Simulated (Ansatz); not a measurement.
Elements on the sites of an ideal fcc lattice, at a guessed lattice constant:

```
Ni Ag Pt Au
1.0
    -6.03974    4.02649    2.01325
     6.03974    4.02649   -2.01325
    -2.01325   -4.02649   -6.03974
Ni Ag Pt Au
2 1 8 9
Direct
  0.35000 0.45000 0.30000
  0.95000 0.65000 0.10000
  0.00000 0.00000 0.00000
  0.10000 0.70000 0.80000
  0.15000 0.05000 0.70000
  0.70000 0.90000 0.60000
  0.75000 0.25000 0.50000
  0.85000 0.95000 0.30000
  0.45000 0.15000 0.10000
  0.50000 0.50000 0.00000
  0.90000 0.30000 0.20000
  0.05000 0.35000 0.90000
  0.55000 0.85000 0.90000
  0.20000 0.40000 0.60000
  0.25000 0.75000 0.50000
  0.60000 0.20000 0.80000
  0.65000 0.55000 0.70000
  0.30000 0.10000 0.40000
  0.40000 0.80000 0.20000
  0.80000 0.60000 0.40000
```

Cell and atoms were relaxed without symmetry on coarser meshes and computed once more. Computed with DFT PBE, scalar-relativistic, plane waves, PAW in Ansatz 0.2.0.

Settings: cutoff 420 eV, Γ-centred mesh 4×4×5 on the computed 20-atom cell, Gaussian smearing of 0.10 eV; collinear spin from starting moments 0.51 0.49 0 0 0 0 0 0 0 0 0 0 0 0 0 0 0 0 0 0 μB.

The relaxation ran on 2×2×2 (shifted) k points with a smearing of 0.1 eV, from sites shaken by 0.02 Å.

Task: What does the relaxation give?

Result: A volume of 16.27 Å³/atom and no gap on the mesh. The atoms leave their sites by 0.05 Å (root mean square) and 0.08 Å at most, and the cell stretches by up to 2.1 % at fixed volume. One magnetic start was tried.

```
CELL_PARAMETERS angstrom
-5.95816 4.11482 2.02100
5.95723 4.08910 -1.97233
-1.98671 -4.13823 -6.01816
ATOMIC_POSITIONS crystal
Ni 0.35303 0.45268 0.29453
Ni 0.94002 0.64416 0.10182
Ag 0.00002 0.00133 0.00338
Pt 0.09728 0.70218 0.80434
Pt 0.15051 0.05020 0.70635
Pt 0.69840 0.89733 0.59278
Pt 0.75089 0.24580 0.49406
Pt 0.85285 0.94311 0.30175
Pt 0.44538 0.15482 0.09937
Pt 0.50473 0.49925 0.00668
Pt 0.90413 0.30250 0.20513
Au 0.04961 0.35572 0.91027
Au 0.55238 0.85199 0.90372
Au 0.20068 0.39669 0.59924
Au 0.24868 0.74130 0.49039
Au 0.60286 0.20387 0.80321
Au 0.65192 0.55101 0.69970
Au 0.29548 0.09668 0.39209
Au 0.39522 0.79588 0.19715
Au 0.79814 0.59821 0.39886
```

The final mesh leaves forces up to 0.13 eV/Å and stresses up to 1.1 GPa: the relaxation ran on a coarser mesh, so the cell's shape, its bonds and its energy belong partly to that mesh.

The k mesh is coarse. Spin-orbit coupling is left out, which matters for the bands of heavy elements.

Cost: 2 runs of about 73 core-minutes in all (earlier runs that led there not counted), on Arm Neoverse V1 (shared hosts).